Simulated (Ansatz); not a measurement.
Re (hcp (Mg type), P6_3/mmc) is relaxed with r²SCAN+D4 (plane waves, PAW; program Ansatz). What lattice parameters of the conventional cell result?

a = 2.754 Å, c = 4.454 Å.

The cell was relaxed with r²SCAN+D4 under the symmetry of its start. No spin polarisation was allowed. The pairwise dispersion correction was not fitted to metals. Axis ratios of metals converge slowly with the k-mesh, so a and c are less sure than the volume. Spin–orbit coupling is left out wherever it is not named.

Potentials: the later of the program's two PAW sets.
